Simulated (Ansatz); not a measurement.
LiF:
```cif
data_FLi
_chemical_formula_sum 'Li1 F1'
_space_group_name_H-M_alt 'P 1'
_space_group_IT_number 1
_cell_length_a 2.83394
_cell_length_b 2.83394
_cell_length_c 2.83394
_cell_angle_alpha 60.000
_cell_angle_beta 60.000
_cell_angle_gamma 60.000
loop_
_space_group_symop_operation_xyz
  'x, y, z'
loop_
_atom_site_label
_atom_site_type_symbol
_atom_site_fract_x
_atom_site_fract_y
_atom_site_fract_z
_atom_site_occupancy
Li1 Li 0.00000 0.00000 0.00000 1
F1 F 0.50000 0.50000 0.50000 1
```

Relaxed with PBEsol.

Give the optical modes at the zone centre with their infrared activity from DFPT, PBEsol (plane waves, PAW; program Ansatz).

Transverse frequencies, without the LO–TO term; a row sums one degenerate level.

| ω (cm⁻¹) | degeneracy | IR ((D/Å)²/amu) | activity | symmetry |
|---|---|---|---|---|
| 300 | 3 | 14.97 | IR | T1u |

How high does the top mode go among those that the LO–TO term moves?

637 cm⁻¹ for q along x.

Space group Fm-3m (rock salt). Symmetry was held in the PBEsol relaxation; of distortions, only those at the zone centre were tested.

Potentials: the later of the program's two PAW sets.
